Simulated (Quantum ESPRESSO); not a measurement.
# Strain and stress in MgTa6W

Calculated results; nothing here was measured. They come from Quantum ESPRESSO 7.5, a public plane-wave density functional program. Each row is one single-point run on a made-up periodic cell of eight metal atoms, with elements, volume, strain and displacements drawn at random and not relaxed, so a cell may be unstable or far from any real phase. There is no spin polarisation or spin-orbit coupling.

Settings: PBE unless stated; PseudoDojo standard norm-conserving files; Fermi-Dirac width 0.25 eV, which means electrons at about 2900 K; cutoff 1143 eV; 6 x 5 x 4 k mesh shifted half a step off Gamma. E is the free energy of the whole cell (internal energy minus TS), so a -TS column is already part of it. Stress is positive in tension, and the pressure P is minus a third of its trace.

Checks: one run of this series was repeated at a higher cutoff and on a denser mesh, which moved values by no more than 0.003 eV, 0.02 GPa and 0.004 eV/Å, and a second program with other atomic files agreed on it to 2 % rms in force and 0.5 GPa in pressure. Known limits: heavy elements are run without spin-orbit coupling, which real alloys of them have; a spin test at this wide smearing found no moment, but such smearing suppresses magnetism that the real alloy may have.

The lattice is face-centred cubic, and the cell vectors in Å are (-4.071, 0.007, -0.004); (0.011, -4.068, 4.132); (-0.009, 6.115, 2.080), a volume of 137.32 Å³ in run 5. The elements on sites 1 to 8 are Ta Ta Ta Ta W Ta Ta Mg. Each run adds the same stretch e along x and y to one drawn cell, with the atoms carried along. E is counted from run 5.

```
run,e (%),s_xx (GPa),s_yy (GPa),s_zz (GPa),s_xy (GPa),P (GPa),E (meV)
1,-1.41,-22.81,-21.21,-24.27,-0.63,22.76,460.9
2,-0.77,-19.75,-18.12,-20.83,-0.59,19.57,238.7
3,-0.49,?,?,?,?,?,?
4,-0.16,-16.98,-15.33,-17.68,-0.57,16.66,56.4
5,0.05,-16.06,-14.40,-16.63,-0.56,15.69,0.0
6,0.97,-12.18,-10.50,-12.20,-0.52,11.63,-210.3
7,2.37,-6.81,-5.10,-6.03,-0.45,5.98,-420.1
```

## Worked fit

A parabola through the runs shown gives s_xx = -16.28 + 4.392 e - 0.168 e² GPa with e in per cent, an error of 0.003 on the linear term and a scatter of 0.01 GPa. The atoms are clamped and the cell is already under stress, so the slope belongs to this path and is not an elastic constant of a real alloy.

## Withheld run

Question: what s_xx should run 3 give?

The fit gives -18.47 ± 0.01 GPa. The calculation gave -18.46 GPa.
